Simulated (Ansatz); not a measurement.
**In$_{2}$S: computed properties**

These are results of DFT PBE, scalar-relativistic, plane waves, PAW (Ansatz), not measurements.

Cutoff 420 eV; k points 12×12×8 on the computed 3-atom cell (Γ-centred); Gaussian smearing, width 0.10 eV; no spin polarisation.

The structure is relaxed at this level of theory with its symmetry kept, and needn't be the ground state of this composition.

```
In S
1.0
     3.94543    0.00000    0.00000
     0.00000    3.94543    0.00000
     0.00000    0.00000    5.44247
In S
2 1
Direct
  0.50000 0.00000 0.66187
  0.00000 0.50000 0.33813
  0.00000 0.00000 0.00000
```

| Quantity | Value |
| --- | --- |
| Space group | P-4m2 (No. 115) |
| Volume per atom | 28.24 Å³ |
| Formation energy from the elements' standard states (uncorrected) | -0.281 eV/atom |
| Kohn–Sham band gap | none (metal) |
| Density of states at the Fermi level | 0.6 states/eV per cell |
| Orbital (Löwdin) character within 0.5 eV of the Fermi level | In 5p 44 %, In 5s 33 %, S 3p 19 % |
| Bader charge by site (e) | In (2 in the cell) 0.47, S (1 in the cell) -0.93 |

The cell was found from a structure generator's guess, not taken from experiment. Löwdin shares on free-atom orbitals overweight diffuse shells.
